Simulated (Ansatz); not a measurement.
Zn₃CdS₄:
```
Zn3CdS4
1.0
    5.41107     0.00000     0.00000
    0.00000     5.41107     0.00000
    0.00000     0.00000     5.41107
Zn Cd S
3 1 4
Direct
  0.00000   0.50000   0.50000
  0.50000   0.00000   0.50000
  0.50000   0.50000   0.00000
  0.00000   0.00000   0.00000
  0.26243   0.26243   0.26243
  0.26243   0.73757   0.73757
  0.73757   0.73757   0.26243
  0.73757   0.26243   0.73757
```

x, y and z are the axes in which the lattice vectors are written.

Q: Give the proper piezoelectric stress tensor with relaxed ions from DFT-LDA in the program Ansatz with PAW potentials.

A: In C/m², rows x, y, z, Voigt columns; mesh uncertainty up to 0.01.
```
0.00  0.00  0.00  0.20  0.00  0.00
0.00  0.00  0.00  0.00  0.20  0.00
0.00  0.00  0.00  0.00  0.00  0.20
```

The elastic tensor of the same run (GPa):

```
      1     2     3     4     5     6
-  ----  ----  ----  ----  ----  ----
1   106  68.7  68.7   0.0   0.0   0.0
2  68.7   106  68.7   0.0   0.0   0.0
3  68.7  68.7   106   0.0   0.0   0.0
4   0.0   0.0   0.0  42.9   0.0   0.0
5   0.0   0.0   0.0   0.0  42.9   0.0
6   0.0   0.0   0.0   0.0   0.0  42.9
```

Q: Convert to strain constants d = e·S.

A: In pC/N:
```
0.0  0.0  0.0  4.6  0.0  0.0
0.0  0.0  0.0  0.0  4.6  0.0
0.0  0.0  0.0  0.0  0.0  4.6
```

Space group P-43m. The workflow started from a Materials Project entry (that database holds measured and hypothetical structures alike); the Crystallography Open Database copy checked does not list it. With Zn and Cd taken as one species the cell has the higher symmetry F-43m, so it may be an ordered model of a mixed-site phase. Its standing as an ambient phase is unchecked. The LDA relaxation kept the symmetry of its start; phonons on a q-mesh show no instability.

Potentials: the later of the program's two PAW sets.
